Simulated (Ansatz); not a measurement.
# Computed frozen-phonon scan: LiNbO3 (LiNbO3 type, space group R3c)

Starting cell, LiNbO$_{3}$ (LiNbO3 type, space group R3c):

```
LiNbO3
1.0
    2.59493     1.49819     4.67214
   -2.59493     1.49819     4.67214
    0.00000    -2.99637     4.67214
Li Nb O
2 2 6
Direct
  0.70264   0.70264   0.70264
  0.20264   0.20264   0.20264
  0.98381   0.98381   0.98381
  0.48381   0.48381   0.48381
  0.62624   0.87386   0.26316
  0.87386   0.26316   0.62624
  0.26316   0.62624   0.87386
  0.76316   0.37386   0.12624
  0.37386   0.12624   0.76316
  0.12624   0.76316   0.37386
```

A phonon eigenvector at Γ is frozen into this cell: atom i moves by Q times the vector below, so Q is the largest atomic displacement, in Å. The cell is held. It is one choice among 2 degenerate patterns.

```tsv
atom	x	y	z
Li1	0.121	0.528	0.000
Li2	0.121	-0.528	0.000
Nb3	0.196	-0.304	0.000
Nb4	0.196	0.304	0.000
O5	-0.282	-0.563	0.699
O6	-0.479	-0.501	-0.135
O7	-0.434	-0.702	-0.565
O8	-0.479	0.501	0.135
O9	-0.282	0.563	-0.699
O10	-0.434	0.702	0.565
```

Method: PBE (plane waves to 420 eV, PAW, scalar-relativistic; Ansatz, a quantum-chemistry and plane-wave program). k mesh 8×8×8 (Γ-centred), Fermi-Dirac smearing 0.05 eV. Energies are smeared free energies. Stress and pressure are positive under compression. LiNbO3 is run without spin polarisation. LiNbO3 was relaxed with its symmetry unable to fall. The PAW data are Ansatz's earlier set. ΔE is measured from the undisplaced structure.

| Q (Å) | ΔE (meV/cell) | P (GPa) | −dE/dQ from forces (eV/Å) |
|---|---|---|---|
| -0.280 | 410 | 0.35 | 3.643 |
| -0.233 | 263 | 0.21 | 2.674 |
| -0.187 | 157 | 0.11 | 1.900 |
| -0.140 | 84 | 0.06 | 1.285 |
| -0.093 | 36 | 0.03 | 0.789 |
| -0.047 | 9 | 0.01 | 0.374 |
| 0.000 | 0 | 0.01 | 0.000 |
| 0.047 | 9 | 0.01 | -0.374 |
| 0.093 | 36 | 0.03 | -0.789 |
| 0.140 | 84 | 0.06 | -1.285 |
| 0.187 | 157 | 0.11 | -1.900 |
| 0.233 | 263 | 0.21 | -2.674 |
| 0.280 | 410 | 0.35 | -3.643 |

Read from the data:

The energy at Q = 0.280 Å is 410 meV/cell. Space group of the distorted cell: P1 (No. 1), lowered from R3c. Symmetry of the curve: even: the same for both signs. Shape of the curve: a single well with its minimum at or next to zero displacement. Harmonic wavenumber from the curvature (finite differences): 143 cm⁻¹. Wavenumber by perturbation theory (DFPT, on another k mesh): 143 cm⁻¹.

(For displaced atoms, the force is minus the slope of the energy, and its curvature is a force constant, which sets phonon frequencies.)
